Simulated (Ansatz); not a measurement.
Cs2IBrCl6 in space group Fm-3m (No. 225; Cs on 8c, I on 4a, Br on 4b, Cl on 24e) under volume change, plane-wave PAW r²SCAN (Ansatz code), shape and atoms relaxed at each volume.

```csv
V (Å³/atom),E − E(relaxed) (meV/atom),P (GPa)
32.322,17.5,1.97
33.387,7.2,1.17
34.453,1.7,0.52
35.519,0.0,0.00
36.584,1.4,-0.40
37.650,5.2,-0.70
38.715,10.9,-0.97
```

Problem. What does a third-order Birch–Murnaghan fit give for V₀, B₀ and B′?

Solution. V₀ = 35.53 Å³/atom, B₀ = 15.1 GPa, B′ = 6.9.

The workflow started from a Materials Project entry (that database holds measured and hypothetical structures alike); the Crystallography Open Database copy checked does not list it. Whether it is the stable phase at ambient conditions was not checked. The cell was relaxed with r²SCAN under the symmetry of its start; its stability against distortions is not shown here. Spin–orbit coupling is left out wherever it is not named.

Potentials: the later of the program's two PAW sets.
